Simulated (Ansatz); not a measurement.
Data:

AlN:
```
AlN
1.0
    3.29235     0.00000     0.00000
   -1.64617     2.85126     0.00000
    0.00000     0.00000     4.13695
Al N
2 2
Direct
  0.33333   0.66667   0.75000
  0.66667   0.33333   0.25000
  0.33333   0.66667   0.25000
  0.66667   0.33333   0.75000
```

This is the r²SCAN-relaxed structure.

Task: All from r²SCAN (plane waves, PAW; program Ansatz), unless another level is named. Estimate the hole effective mass.

Result: 0.29, 0.89, 0.89 mₑ (principal values).

Task: Next, the HSE06 gap on the r²SCAN cell?

Result: 4.74 eV.

Task: And the band gap?

Result: 4.03 eV (direct).

Task: Next, the weight of the conduction-edge state by species (Voronoi cells)?

Result: N 57 %, Al 43 %.

Task: Predict the valence-band maximum.

Result: at Γ.

Task: Next, the weight of the valence-edge state by species (Voronoi cells)?

Result: N 91 %, Al 9 %.

Space group P6_3/mmc. The workflow started from a Materials Project entry (that database holds measured and hypothetical structures alike); the Crystallography Open Database copy checked does not list it. It is not the phase usual at ambient conditions (space group No. 186, 216). Symmetry was held in the r²SCAN relaxation; whether a distortion lowers the energy is not shown.

Potentials: the later of the program's two PAW sets.
